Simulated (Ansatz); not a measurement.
Nb3Sn (A15 (Cr3Si type)), relaxed with PBEsol (Ansatz, an electronic-structure program, plane waves, PAW): a = b = c = 5.259 Å, α = β = γ = 90.00°.

```
Quantity                              Value
------------------------------------  -----
ΔH_f (eV/atom)                        -0.21
B₀ by P(V) fit (GPa)                    176
K_Hill (GPa)                            176
G_Hill (GPa)                           45.6
highest Γ mode, no LO–TO term (cm⁻¹)    209
Θ_D (K)                                 287
```

Question: The same phase is relaxed and computed with r²SCAN in the same code. What are the cell and these values now?

Answer: a = b = c = 5.304 Å, α = β = γ = 90.00°.

* **ΔH_f (eV/atom)**: -0.23
* **B₀ by P(V) fit (GPa)**: 170
* **K_Hill (GPa)**: 170
* **G_Hill (GPa)**: 39.6
* **highest Γ mode, no LO–TO term (cm⁻¹)**: 205
* **Θ_D (K)**: 269

All cells were relaxed under the symmetry of their starts (and spin orders); stability against distortions was not tested throughout. Rows with no word on spin ran without spin polarisation. Scalar-relativistic: spin–orbit coupling is off unless named, which matters more the heavier the elements.

Potentials: the later of the program's two PAW sets.

Ansatz is a plane-wave DFT program.

Formation energies count from the lowest solids of the elements computed at the same level, not from gases.
